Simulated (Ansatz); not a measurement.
Data:

W:
```cif
data_W
_chemical_formula_sum 'W1'
_space_group_name_H-M_alt 'P 1'
_space_group_IT_number 1
_cell_length_a 2.73176
_cell_length_b 2.73176
_cell_length_c 2.73176
_cell_angle_alpha 109.471
_cell_angle_beta 109.471
_cell_angle_gamma 109.471
loop_
_space_group_symop_operation_xyz
  'x, y, z'
loop_
_atom_site_label
_atom_site_type_symbol
_atom_site_fract_x
_atom_site_fract_y
_atom_site_fract_z
_atom_site_occupancy
W1 W 0.00000 0.00000 0.00000 1
```

This is the PBEsol-relaxed structure.

Q: All from DFT-PBEsol in the program Ansatz with PAW potentials, unless another level is named. Estimate the Young's modulus.

A: 405 GPa.

Q: Give the elastic constants (relaxed ions, GPa).

A: C11 = 548, C12 = 210, C44 = 150.

Space group Im-3m (bcc (W type)). The PBEsol relaxation kept the symmetry of its start. No spin polarisation was allowed. As this level gives no gap, shear constants depend on the k-mesh and smearing (Fermi–Dirac, 0.1 eV here). Spin–orbit coupling is left out wherever it is not named.

Potentials: the later of the program's two PAW sets.
